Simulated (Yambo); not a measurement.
G0W0@LDA for AlN (wurtzite, space group P6_3mc, No. 186) in Yambo. Reference settings: 6×6×4 Γ-centred k mesh, 77 bands and a 8 Ry block in the screening, 77 bands in G with the Bruneval-Gonze terminator, plasmon pole fitted at 27.2 eV. The LDA gap Γ → Γ on this mesh is 4.49 eV; G0W0 gaps are taken between the same points.

The settings were changed. The gap went from 6.05 eV to 5.75 eV, and the shift of the valence edge from -0.84 eV to -0.52 eV.

Q: Name the change that produced these shifts.
(A) 42 bands in W, 42 bands in G, 3 Ry block
(B) 6×6×2 mesh
(C) 18 bands in W, 18 bands in G, 2 Ry block
(D) 3×3×2 mesh

A: A, 42 bands in W, 42 bands in G, 3 Ry block. The others gave (gap, valence shift): 6×6×2 mesh: 6.06, -0.81 eV; 3×3×2 mesh: 6.01, -0.73 eV; 18 bands in W, 18 bands in G, 2 Ry block: 5.95, -0.28 eV.

Geometry relaxed with LDA; primitive cell a = b = 3.0822 Å, c = 4.9334 Å, α = β = 90.00°, γ = 120.00°.

A shift is the quasiparticle energy of the state minus its LDA energy.
